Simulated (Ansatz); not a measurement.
## 4 guesses for ScBiTe3S and where they end

Method: Ansatz, DFT PBE, scalar-relativistic, plane waves, PAW. Settings: cutoff 420 eV, Γ-centred meshes spaced at most about 0.3 Å⁻¹, and about 0.25 Å⁻¹ or finer for metals (2π included), Gaussian smearing. No spin polarisation in the final relaxations.

Each guess was relaxed in cell and atoms at zero pressure, within the symmetry of its start. All energies are static (0 K, no zero-point motion). Coordination counts Bi, Sc or Te atoms around S (for each partner element, those within 1.25 times its shortest distance or 1.15 times the sum of covalent radii, where it is the nearest in units of that sum or under 1.3; a plus sign parts groups by distance over the sum of covalent radii; the shortest distance is added where it exceeds 1.18 times the sum of covalent radii).

| guess | made from | start group | V start (Å³/atom) | end group | V end (Å³/atom) | coordination at the end | gap on mesh (eV) | E over the lowest end (meV/atom) |
| --- | --- | --- | --- | --- | --- | --- | --- | --- |
| 1 | LaAlCuNi3 type | P-6m2 | 30.0 | P-6m2 | 27.6 | S 9 from 3.1 Å | 0 | 76 |
| 2 | random cell | P4mm | 28.4 | P4mm | 44.6 | S 4+1 | 0 | 20 |
| 3 | random cell | P4/mmm | 34.0 | P4/mmm | 32.7 | S 2 | 0 | 0 |
| 4 | LaAlCuNi3 type | P-6m2 | 30.0 | ? | ? | ? | ? | ? |

Guess 4 as it starts:

```cif
data_structure
_symmetry_space_group_name_H-M 'P-6m2'
_symmetry_Int_Tables_number 187
_cell_length_a 6.5633
_cell_length_b 6.5633
_cell_length_c 4.8256
_cell_angle_alpha 90.000
_cell_angle_beta 90.000
_cell_angle_gamma 120.000
_cell_volume 180.02
loop_
_atom_site_label
_atom_site_type_symbol
_atom_site_symmetry_multiplicity
_atom_site_Wyckoff_symbol
_atom_site_fract_x
_atom_site_fract_y
_atom_site_fract_z
_atom_site_occupancy
Sc1 Sc 1 e 0.66667 0.33333 0.00000 1
Bi1 Bi 1 c 0.33333 0.66667 0.00000 1
Te1 Te 3 k 0.66505 0.83253 0.50000 1
S1 S 1 a 0.00000 0.00000 0.00000 1
```

Q: Fill in the missing row: what does this guess relax into, and where does it rank?

A: It ends in space group P-6m2 (No. 187), with a = 6.138 Å, c = 5.501 Å, 29.9 Å³/atom and no gap. It lies 0.37 eV/atom over the lowest end, above guess 1 and so the highest of the set. The shortest distance is 3.02 Å (Te–Te) in this end and 2.79 Å (Sc–Bi and Te–S) in the lowest (guess 3). This end and the lowest (guess 3) both hold Te–Te nets.

```cif
data_structure
_symmetry_space_group_name_H-M 'P-6m2'
_symmetry_Int_Tables_number 187
_cell_length_a 6.1377
_cell_length_b 6.1377
_cell_length_c 5.5007
_cell_angle_alpha 90.000
_cell_angle_beta 90.000
_cell_angle_gamma 120.000
_cell_volume 179.46
loop_
_atom_site_label
_atom_site_type_symbol
_atom_site_symmetry_multiplicity
_atom_site_Wyckoff_symbol
_atom_site_fract_x
_atom_site_fract_y
_atom_site_fract_z
_atom_site_occupancy
Sc1 Sc 1 e 0.66667 0.33333 0.00000 1
Bi1 Bi 1 c 0.33333 0.66667 0.00000 1
Te1 Te 3 k 0.67165 0.83583 0.50000 1
S1 S 1 a 0.00000 0.00000 0.00000 1
```

Formation energies are uncorrected and refer to the elements' standard structures at the same level.

Q: Is the lowest end bound against the elements?

A: Too close to call: its formation energy is +0.02 eV/atom. The formation energy is too near zero to say whether this cell lies below the elements.

No dispersion correction is applied, so the spacing and binding between layers, chains or molecules are poorly described (P4mm), and this can change margins and order among such cells. Spin–orbit coupling, which can matter for Bi and Te, is left out. The reference forms of S and Te are held partly by dispersion forces, which this level lacks. Cells relaxed within their symmetry can be saddle points. A lower structure may well exist outside this small set. Some structure types and database cells were kept out of the candidates from the start, so a known form may be missing.
